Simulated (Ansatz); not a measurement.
GaCo:
```
CELL_PARAMETERS angstrom
      2.88146     0.00000     0.00000
      0.00000     2.88146     0.00000
      0.00000     0.00000     2.88146
ATOMIC_POSITIONS crystal
  Ga 0.50000 0.50000 0.50000
  Co 0.00000 0.00000 0.00000
```

Relaxed with PBE. Special points in fractions of this cell's reciprocal vectors: Γ (0.000, 0.000, 0.000); X (0.000, 0.500, 0.000); M (0.500, 0.500, 0.000); R (0.500, 0.500, 0.500).

**Question.** List the band energies nearest the Fermi level at these points for PBE (plane waves, PAW; program Ansatz).

**Answer.** In eV from the Fermi level; about four levels below and three above (degenerate sets whole), none deeper than 8.9 eV; points with the same levels are listed once.

```
k                          below                above
-  -----------------------------  -------------------
Γ  -2.57 -2.57 -0.75 -0.75 -0.75       5.13 5.13 5.13
X        -2.34 -1.77 -1.77 -0.75     0.09 10.56 10.56
M        -2.49 -1.24 -1.24 -0.26      2.23 3.10 11.46
R  -4.11 -4.11 -4.11 -0.22 -0.22  0.59 3.77 3.77 3.77
```

Space group Pm-3m (CsCl type). The cell was relaxed with PBE under the symmetry of its start. The workflow began spin-polarised and lost its moments. The cell computed holds one magnetic atom, so no antiferromagnetic order was within reach. Spin–orbit coupling is left out wherever it is not named.

Potentials: the later of the program's two PAW sets.
